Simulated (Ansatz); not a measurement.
The following input was run with Ansatz 0.2.0.

```yaml
crystal:
  lattice:
    - [-1.6069, 1.6069, 3.91495]
    - [1.6069, -1.6069, 3.91495]
    - [1.6069, 1.6069, -3.91495]
  atoms:
    - { symbol: Si, position: [0.3347, 0.3347, 0.0] }
    - { symbol: Si, position: [0.6653, 0.6653, 0.0] }
    - { symbol: W, position: [0.0, 0.0, 0.0] }
basis:
  ecutwfc: 420
kpoints:
  mp_grid: { grid: [18, 18, 18] }
hamiltonian:
  xc: pbesol
scf:
  occupations: { method: gaussian, width: 0.1 }
output:
  forces: true
  stress: true
  eigenvalues: true
  populations: true
```

Command:
```bash
ansatz run input.yaml --threads 1 --pin off --max-ram 2560MiB --backend cpu --events-out ev --progress --plain --runs-dir out
```

Computed with Ansatz, DFT PBEsol, scalar-relativistic, plane waves, PAW.

From the run's log, abridged (iterations and final results):

```
SCF iter   1: F=—  HF=-11500.896021 eV  |F-HF|=—  |Δ(HF+E_count)|=         —  Δρ=4.45e-3  dr2=6.74e-3  ethr=1.77e-3  ⟨swp⟩=5.0  Hψ=41586  notcnv=0
SCF iter   2: F=—  HF=-11500.895037 eV  |F-HF|=—  |Δ(HF+E_count)|=   9.84e-4  Δρ=2.29e-3  dr2=1.08e-3  ethr=3.07e-5  ⟨swp⟩=1.0  Hψ=11041  notcnv=0
SCF iter   3: F=—  HF=-11500.894966 eV  |F-HF|=—  |Δ(HF+E_count)|=   7.11e-5  Δρ=6.17e-4  dr2=8.76e-5  ethr=4.92e-6  ⟨swp⟩=1.9  Hψ=9860  notcnv=0
SCF iter   4: F=—  HF=-11500.894950 eV  |F-HF|=—  |Δ(HF+E_count)|=   1.56e-5  Δρ=6.20e-5  dr2=1.39e-6  ethr=3.98e-7  ⟨swp⟩=2.6  Hψ=10694  notcnv=0
SCF iter   5: F=-11500.894950 eV  HF=-11500.894950 eV  |F-HF|=1.01e-8  |Δ(HF+E_count)|=   3.03e-7  Δρ=8.93e-6  dr2=2.94e-8  ethr=6.30e-9  ⟨swp⟩=2.3  Hψ=10204  notcnv=0
SCF iter   6: F=-11500.894950 eV  HF=-11500.894950 eV  |F-HF|=8.29e-10  |Δ(HF+E_count)|=   4.00e-9  Δρ=1.57e-6  dr2=1.31e-9  ethr=1.34e-10  ⟨swp⟩=2.1  Hψ=24636  notcnv=0
the search or the solves at the SCF's close seem to have found levels that the self-consistency loop had missed (the run counts 1). By its estimate they hold under 1e-12 electrons; where the run keeps them, the occupations were computed again with them
SCF 1 converged in 6 iterations: F = -11500.894950 eV  dr2 = 1.31e-9
SCF converged after 6 iterations
Free energy (F): -11500.894950 eV
Harris-Foulkes:  -11500.894950 eV  (|F-HF|=8.29e-10)
Internal energy: -11500.894065 eV  (E = F + TS)
E sigma→0 (E₀):  -11500.894508 eV
Entropy (-TS):   -0.000885 eV (-0.295 meV/atom)
Fermi energy:    16.633899 eV
--- Per-component energies (eV) ---
  E_band       = -82.346623
  E_kinetic    = 541.555900
  E_local      = -950.094640  (includes V_loc(G=0)·N_el)
  E_nonlocal   = 53.462530
  E_hartree    = 372.175621
  E_xc         = -379.532435
  E_vxc        = -338.844402  (∫ρ·V_xc dr)
  E_paw        = -9434.263260  (= ΣΔE_a)
  E_vpaw       = -132.778240  (= ΣTr[D̂ρ^β])
  E_aug_tail   = -0.000069  (compensation charges beyond the density's cutoff)
  E_ewald      = -1704.482625
  E_core_change = 0.284913  (= ΣΔE_core)
  E_smearing   = -0.000885  (= −TS)
--- Forces (eV/Å), atoms counted from 1 ---
  atom   1  Si     0.00000000     0.00000000    -0.00689019
  atom   2  Si     0.00000000     0.00000000     0.00689019
  atom   3  W      0.00000000     0.00000000     0.00000000
--- Stress (GPa, compression-positive) ---
       -2.130760       0.000000       0.000000
        0.000000      -2.130760       0.000000
        0.000000       0.000000      -1.669604
  P = ⅓ Tr σ = -1.9770 GPa (-19.770 kbar)
--- Band table (eV; the first three rows and the last of 480) ---
  k-point 0: bands = ["-57.1123", "-21.4114", "-21.3857", "-21.3857", "2.5722", "9.7791", "12.9194", "13.2796", "13.7957", "13.7957", "17.2420", "19.4008", "19.5500", "19.7233", "19.7233"]
  k-point 1: bands = ["-57.1118", "-21.4102", "-21.3922", "-21.3914", "2.6727", "9.8710", "12.5568", "13.3026", "13.5331", "14.1769", "16.7295", "19.2465", "19.7981", "19.8185", "19.8595"]
  k-point 2: bands = ["-57.1105", "-21.4106", "-21.4078", "-21.4066", "2.9696", "10.1313", "12.0293", "12.9071", "13.3756", "14.6947", "15.6199", "19.0346", "19.9946", "20.0254", "20.4824"]
  k-point 479: bands = ["-57.1121", "-21.4288", "-21.3869", "-21.3869", "4.8518", "5.6129", "12.7620", "14.0469", "15.8144", "15.8144", "16.1287", "16.1287", "17.4189", "21.1547", "21.5126"]
--- Löwdin populations: 3 sites ---
  site symbol q [e]
     0     Si      3.9194
     1     Si      3.9194
     2      W     13.9245
  spilling = 0.010761 (of n_electrons = 22.000000)
```

The run converged.

The run took 11 s on 1 thread of INTEL(R) XEON(R) PLATINUM 8581C CPU @ 2.10GHz (Emerald Rapids), on a shared host, peak memory 0.59 GiB.

Spin–orbit coupling is left out, which can shift energies with elements as heavy as these.